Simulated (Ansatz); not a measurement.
### Question
Name crystals whose computed values (HSE06 (plane waves, PAW; program Ansatz)) fall in these windows: gap (eV) 1.2 to 1.6; B₀ by P(V) fit (GPa) 120 to 150.

### Answer


```csv
crystal,gap (eV),B₀ by P(V) fit (GPa)
"WN2, Fd-3m (W on 8b, N on 16d)",1.42,137
```
Others may fit too.

Standing as an ambient phase not checked: WN2, Fd-3m (W on 8b, N on 16d). The cell was relaxed under the symmetry of its start. Rows with no word on spin ran without spin polarisation. Spin–orbit coupling is left out wherever it is not named.

Potentials: the later of the program's two PAW sets.
